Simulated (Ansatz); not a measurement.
V$_{3}$Ga (A15 (Cr3Si type), space group No. 223), PBE (plane waves, PAW; program Ansatz), all energies at zero smearing, with the estimated change up to a 700 eV cutoff added, with one set of potentials and settings (totals compare only within such a set). Cell of 8 atoms (6 V, 2 Ga): -25041.928 eV.

```json
[
 {"element": "V", "reference phase": "Im-3m, 1 atoms in the cell", "E (eV/atom)": "-2912.4140"},
 {"element": "Ga", "reference phase": "Cmce, 4 atoms in the cell", "E (eV/atom)": "-3783.0209"}
]
```

Formation energy per atom, worked out: (-25041.928 − 6×(-2912.4140) − 2×(-3783.0209))/8 = -0.175 eV/atom (-17 kJ per mol of atoms), at 0 K, without zero-point energy or fitted corrections.

Space group Pm-3n (A15 (Cr3Si type)). The workflow started from a Materials Project entry (that database holds measured and hypothetical structures alike); the Crystallography Open Database copy checked does not list it. Its standing as an ambient phase is unchecked. The cell was relaxed with PBE under the symmetry of its start; its stability against distortions is not shown here. Spin order of the final state: ferromagnetic, the only order run, not a proven ground state. The references are the lowest solids computed at this level, not always the standard phases.

Potentials: the later of the program's two PAW sets.
